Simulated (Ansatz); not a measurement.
An Ansatz input:

```yaml
crystal:
  lattice:
    - [-1.9595672377, 1.9595672377, 1.9595672377]
    - [1.9595672377, -1.9595672377, 1.9595672377]
    - [1.9595672377, 1.9595672377, -1.9595672377]
  atoms:
    - { symbol: Tl, position: [0.0, 0.0, 0.0] }
hamiltonian:
  xc: r2scan0
  pseudopotentials:
    kind: paw
    azcp:
      Tl: "pseudopotentials/Tl.paw.azcp"
basis:
  ecutwfc: 500
  fft_grid_basis: typed
kpoints:
  mp_grid: { grid: [6, 6, 6], shift: [0, 0, 0] }
magnetization:
  spin_polarized: false
scf:
  occupations: { method: fermi_dirac, width: 0.1 }
output:
  write_density: true
  write_potential: true
  elf: true
  volumetric_format: npy
```

Output

```
Engine: ansatz 0.2.0, x86_64-unknown-linux-gnu
Pseudopotentials: kind: paw
Pseudopotential: Tl, paw, valence charge 13, recommended cutoff 500 eV (meta_gga) 
Functional definition: r2SCAN0
  parameter a = 0.25
  parameter k0 = 0.174
  parameter k1 = 0.065
  parameter a1 = 4.9479
  exchange = (1 - a)*r2scan_x(k0 = k0, k1 = k1, a1 = a1) + a*exact_x
  correlation = r2scan_c
Crystal: 1 atoms, lattice volume = 30.098 Å³
Basis set: ecut = 500 eV, 767 PW (Γ), exchange–correlation on 100×100×100 points (64 copies of the dense FFT grid, shifted against one another)
Bands: 11, of which v1, the nominal top of the filled ones, is band 7 counted from 1 (6 counted from 0)
Symmetry: 48 space group operations
Space group: Im-3m (ITA 229), of the structure as read, at distance tolerance 3.1e-5 Å
k-points: 16 of 216
Non-local potential: Tl, projectors of the file, l = 0: 2, l = 1: 2, l = 2: 2, l = 3: 1
PAW form: soft (Blöchl's): semilocal exchange-correlation on the pseudo side does not see the compensation charge
PAW frozen core: Tl, regenerated for the run's functional, and the local potential with it (the file was generated under x = pbe(κ = 0.804, μ = 0.2195149727645171), c = pbe(β = 0.06672455060314922))
PAW one-centre angular grid: Tl, 590 points (default); XC on 160 Gauss nodes
Initial density: superposition of atomic densities (neutral atoms: chi_scale 0, normalization atom), corrected by the library's trained network
Initial wavefunctions: pseudopotential atomic-orbital guess
Functional: x = r2scan, c = r2scan; τ floored in thin density (d = 2e-4 eV/Å³), warm-up for x = 0.75 r2scan + 0.25 exact, c = r2scan; τ floored in thin density (d = 2e-4 eV/Å³)
SCF iter   1: F=—  HF=-11458.589046 eV  |F-HF|=—  |Δ(HF+E_count)|=         —  Δρ=7.92e-3  dr2=1.62e-2  dr2_τ=5.71e-3  ethr=1.77e-3  ⟨swp⟩=10.9  Hψ=885  notcnv=0
SCF iter   2: F=—  HF=-11458.585171 eV  |F-HF|=—  |Δ(HF+E_count)|=   3.87e-3  Δρ=3.34e-3  dr2=3.13e-3  dr2_τ=1.71e-4  ethr=1.24e-4  ⟨swp⟩=2.8  Hψ=350  notcnv=0  defer=4
iter 3 solved again at ethr=4.87e-7 eV; its pass at ethr=2.41e-5 eV (dr2=6.33e-5 eV) is discarded
SCF iter   3: F=—  HF=-11458.584578 eV  |F-HF|=—  |Δ(HF+E_count)|=   5.93e-4  Δρ=5.24e-4  dr2=6.26e-5  dr2_τ=2.60e-5  ethr=4.87e-7  ⟨swp⟩=3.3  Hψ=728  notcnv=0  defer=2
SCF iter   4: F=—  HF=-11458.584639 eV  |F-HF|=—  |Δ(HF+E_count)|=   6.14e-5  Δρ=2.77e-4  dr2=3.00e-5  dr2_τ=1.63e-5  ethr=4.82e-7  ⟨swp⟩=3.6  Hψ=396  notcnv=0  defer=2
SCF iter   5: F=—  HF=-11458.584640 eV  |F-HF|=—  |Δ(HF+E_count)|=   7.82e-7  Δρ=7.26e-5  dr2=1.96e-6  dr2_τ=5.10e-7  ethr=2.31e-7  ⟨swp⟩=3.1  Hψ=378  notcnv=0  defer=2
SCF iter   6: F=—  HF=-11458.584642 eV  |F-HF|=—  |Δ(HF+E_count)|=   1.65e-6  Δρ=1.23e-5  dr2=3.76e-8  dr2_τ=2.27e-8  ethr=1.51e-8  ⟨swp⟩=3.9  Hψ=407  notcnv=0  defer=2
SCF iter   7: F=—  HF=-11458.584642 eV  |F-HF|=—  |Δ(HF+E_count)|=   7.50e-8  Δρ=2.45e-6  dr2=1.24e-9  dr2_τ=5.71e-11  ethr=2.90e-10  ⟨swp⟩=3.4  Hψ=368  notcnv=0
SCF iter   8: F=-11458.584642 eV  HF=-11458.584642 eV  |F-HF|=1.51e-10  |Δ(HF+E_count)|=   4.45e-9  Δρ=7.59e-7  dr2=1.08e-10  dr2_τ=6.93e-11  ethr=9.53e-12  ⟨swp⟩=3.9  Hψ=410  notcnv=0
SCF 1 converged in 8 iterations: F = -11458.584642 eV  dr2 = 1.08e-10
Initial density: handed on by an earlier stage of this run
Initial wavefunctions: those handed on with the density
Functional: x = 0.75 r2scan + 0.25 exact, c = r2scan; τ floored in thin density (d = 2e-4 eV/Å³)
Frozen-core exchange: fock
iter 1 solved again at ethr=1.21e-5 eV; its pass at ethr=1.00e-1 eV (dr2=1.57e-3 eV) is discarded
SCF iter   1: F=—  HF=-11455.889024 eV  |F-HF|=—  |Δ(HF+E_count)|=         —  Δρ=2.64e-3  dr2=1.94e-3  dr2_τ=2.38e-4  ethr=1.21e-5  ⟨swp⟩=5.1  Hψ=949  notcnv=0
SCF iter   2: F=—  HF=-11455.889192 eV  |F-HF|=—  |Δ(HF+E_count)|=   1.68e-4  Δρ=9.39e-4  dr2=5.51e-4  dr2_τ=3.33e-5  ethr=1.17e-5  ⟨swp⟩=2.2  Hψ=284  notcnv=0
SCF iter   3: F=—  HF=-11455.889398 eV  |F-HF|=—  |Δ(HF+E_count)|=   2.07e-4  Δρ=3.21e-4  dr2=4.55e-4  dr2_τ=2.76e-6  ethr=9.71e-7  ⟨swp⟩=3.4  Hψ=325  notcnv=0
SCF iter   4: F=—  HF=-11455.893193 eV  |F-HF|=—  |Δ(HF+E_count)|=   3.79e-3  Δρ=5.19e-4  dr2=5.72e-5  dr2_τ=7.38e-6  ethr=1.27e-7  ⟨swp⟩=4.9  Hψ=584  notcnv=0
SCF iter   5: F=—  HF=-11455.893186 eV  |F-HF|=—  |Δ(HF+E_count)|=   6.82e-6  Δρ=6.44e-5  dr2=7.35e-6  dr2_τ=9.33e-8  ethr=1.27e-7  ⟨swp⟩=3.4  Hψ=402  notcnv=0
SCF iter   6: F=-11455.893239 eV  HF=-11455.893239 eV  |F-HF|=1.56e-7  |Δ(HF+E_count)|=   5.28e-5  Δρ=9.22e-5  dr2=1.45e-6  dr2_τ=1.92e-7  ethr=3.62e-9  ⟨swp⟩=4.9  Hψ=625  notcnv=0
SCF 2 stopped early in 6 iterations: F = -11455.893239 eV  dr2 = 1.45e-6
hybrid outer 1: dexx = +4.216e-3 eV, tail = 7.17e-6 eV
Frozen-core exchange: fock
SCF iter   1: F=—  HF=-11455.893164 eV  |F-HF|=—  |Δ(HF+E_count)|=         —  Δρ=3.62e-5  dr2=2.49e-6  dr2_τ=1.59e-7  ethr=2.76e-7  ⟨swp⟩=3.5  Hψ=383  notcnv=0
iter 2 solved again at ethr=7.46e-11 eV; its pass at ethr=1.13e-9 eV (dr2=9.69e-9 eV) is discarded
SCF iter   2: F=—  HF=-11455.893164 eV  |F-HF|=—  |Δ(HF+E_count)|=   1.63e-8  Δρ=9.65e-6  dr2=2.35e-6  dr2_τ=1.22e-9  ethr=7.46e-11  ⟨swp⟩=2.5  Hψ=728  notcnv=0  defer=5
SCF iter   3: F=-11455.893215 eV  HF=-11455.893215 eV  |F-HF|=4.85e-8  |Δ(HF+E_count)|=   5.07e-5  Δρ=1.91e-5  dr2=9.92e-8  dr2_τ=1.07e-8  ethr=7.35e-11  ⟨swp⟩=5.0  Hψ=551  notcnv=0  defer=1
SCF 3 converged in 3 iterations: F = -11455.893215 eV  dr2 = 9.92e-8
hybrid outer 2: dexx = +1.684e-7 eV, tail = 2.51e-7 eV, Δε = 2.34e-3 eV (about 5.31e-4 eV left of the loop's levels)
hybrid SCF converged: 2 outer / 9 inner (+8 warm-up), last move |dexx| = 1.68e-7 eV, tail = 2.51e-7 eV
Stability not checked: this state was not tested for a lower state beside it, because the functional holds exact exchange (a hybrid, or Hartree-Fock), whose exchange loop this test does not read (fock_operator; see scf.lower_state_search)
Free energy (F): -11455.893215 eV
Frozen-core exchange: fock
Harris-Foulkes:  -11455.893215 eV  (|F-HF|=4.85e-8)
Internal energy: -11455.876592 eV  (E = F + TS)
E sigma→0 (E₀):  -11455.884903 eV
Entropy (-TS):   -0.016624 eV (-16.624 meV/atom)
Fermi energy:    9.444616 eV
--- Per-component energies (eV) ---
  E_band       = -30.570382
  E_kinetic    = 335.008242
  E_local      = -907.200148  (includes V_loc(G=0)·N_el)
  E_nonlocal   = 316.459160
  E_hartree    = 336.630437
  E_xc         = -168.956726
  E_vxc        = -120.110057  (∫ρ·V_xc dr)
  E_exx        = -33.121313  (= α·E_x^exact, valence–valence)
  E_paw        = -10205.984970  (= ΣΔE_a)
  E_vpaw       = -270.435579  (= ΣTr[D̂ρ^β])
  E_aug_tail   = 0.000018  (compensation charges beyond the density's cutoff)
  E_vtau       = 8.680497  (kinetic-family band-sum trace: ∫τ·v_τ [+ j·A + Jᵃ·Aᵃ] dr)
  E_ewald      = -1129.869431
  E_core_change = 1.158140  (= ΣΔE_core)
  E_smearing   = -0.016624  (= −TS)
  E_closure    = -0.000000  (closes the sum)
  Σ components = -11455.893215   (vs F -11455.893215, Δ=0.00e0)
--- Band table (eV; the first three rows and the last of 16) ---
  k-point 0: bands = ["-4.6037", "-4.6037", "-4.6037", "-4.1939", "-4.1939", "-1.9921", "21.3951", "21.3951", "21.3951"]
  k-point 1: bands = ["-4.6463", "-4.5825", "-4.4446", "-4.2348", "-4.1953", "-1.2981", "16.8096", "19.5654", "20.1687"]
  k-point 2: bands = ["-4.7303", "-4.6479", "-4.2442", "-4.1965", "-4.1079", "0.8483", "10.8029", "17.2220", "18.4407"]
  k-point 15: bands = ["-4.7827", "-4.7827", "-3.9915", "-3.9915", "-3.9915", "7.2886", "11.6649", "11.6649", "11.6649"]
  guard bands above this table: 2 of the run's 11 bands. The solve was not asked for them (output.publish_guard_bands: true or output.eigenvalues: true publishes all)
```

Launched by

```sh
ansatz run input.yaml --threads 4 --pin off --max-ram 8192MiB --backend cpu --events-out ev --progress --plain --runs-dir out
```

On 4 threads of Intel(R) Xeon(R) Platinum 8559C (Emerald Rapids) (shared host) this took about 3.5 s of wall time and 9.2 s of CPU time, with 1.1 GiB at the peak.
